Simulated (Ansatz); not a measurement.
ZnInGaO₄ in space group R3m (No. 160; Pearson symbol hR7), r²SCAN (plane waves, PAW; program Ansatz). The conduction-band minimum lies at Γ, with 1 equivalent valley. Second derivatives d²E/dk² of the lowest band at one valley (eV·Å²), along Cartesian directions:

```csv
direction,d²E/dk²
[100],33.72
[010],33.72
[001],34.83
[110],33.72
[101],34.27
[011],34.27
```

Task: Find the principal effective masses, the density-of-states mass and the conductivity mass.

Result: Off-diagonal terms follow from H_xy = H[110] − (H_xx + H_yy)/2, and m*/mₑ = 7.620 eV·Å² over each eigenvalue: 0.22, 0.23, 0.23. One valley's DOS mass (m₁m₂m₃)^(1/3) = 0.22, conductivity mass 3/(Σ 1/mᵢ) = 0.22 mₑ.

Task: What effective density of states Nc follows at 300 K for parabolic valleys?

Result: Nc = 2.509e19 × 1 × (0.22)^(3/2) ≈ 2.6e18 cm⁻³.

Symmetry was held in the r²SCAN relaxation. Scalar-relativistic: spin–orbit coupling is off unless named, which matters more the heavier the elements.

Potentials: the later of the program's two PAW sets.

Edges and masses are those of Kohn–Sham bands, whose gap is no quasiparticle gap.
